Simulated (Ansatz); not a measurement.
Here is the system:

Re:
Space group P6₃/mmc (No. 194); a = 2.7583 Å, b = 2.7583 Å, c = 4.4617 Å, α = 90.00°, β = 90.00°, γ = 120.00°

```tsv
atom	site	symmetry	x	y	z
Re	2d	-6m2	0.6667	0.3333	0.2500
```

This is the r²SCAN-relaxed structure.

Question: All from plane-wave PAW r²SCAN (Ansatz code), unless another level is named. Predict the highest zone-centre frequency.

Answer: 117 cm⁻¹.

Question: Next, the Hill bulk and shear moduli?

Answer: 388 and 178 GPa.

Space group P6_3/mmc (hcp (Mg type)). Symmetry was held in the r²SCAN relaxation; of distortions, only those at the zone centre were tested. The run is not spin-polarised. As this level gives no gap, shear constants depend on the k-mesh and smearing (Fermi–Dirac, 0.1 eV here). As this level gives no gap, phonon frequencies hold no LO–TO term and depend on the k-mesh and smearing (Fermi–Dirac, 0.1 eV here). Axis ratios of metals converge slowly with the k-mesh, so a and c are less sure than the volume. Spin–orbit coupling is left out wherever it is not named.

Potentials: the later of the program's two PAW sets.
